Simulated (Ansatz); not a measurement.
### Question
Each is relaxed and computed with DFT-PBEsol in the program Ansatz with PAW potentials. Which is the only metal?
A) CrAgS2, R3m (Cr on 3a, Ag on 3a, S on 3a, S on 3a)
B) Cr3C2, Cmcm (Cr on 4c, Cr on 8f, C on 4c, C on 4b)
C) B4C, Cm (Pearson symbol mS30)
D) SnC, zinc blende

### Answer
B, Cr3C2, Cmcm (Cr on 4c, Cr on 8f, C on 4c, C on 4b). Cr3C2: metal; CrAgS2: gap 0.48 eV (indirect); SnC: gap 0.78 eV (direct); B4C: gap 2.82 eV (indirect). Spin orders computed, not proven ground states: CrAgS2, R3m (Cr on 3a, Ag on 3a, S on 3a, S on 3a) ferromagnetic. Typed or built starts, not in the databases checked: SnC, zinc blende. Standing as an ambient phase not checked: Cr3C2, Cmcm (Cr on 4c, Cr on 8f, C on 4c, C on 4b); CrAgS2, R3m (Cr on 3a, Ag on 3a, S on 3a, S on 3a); B4C, Cm (Pearson symbol mS30). All cells were relaxed under the symmetry of their starts (and spin orders); stability against distortions was not tested throughout. Rows with no word on spin ran without spin polarisation. Scalar-relativistic: spin–orbit coupling is off unless named, which matters more the heavier the elements.

Potentials: the later of the program's two PAW sets.
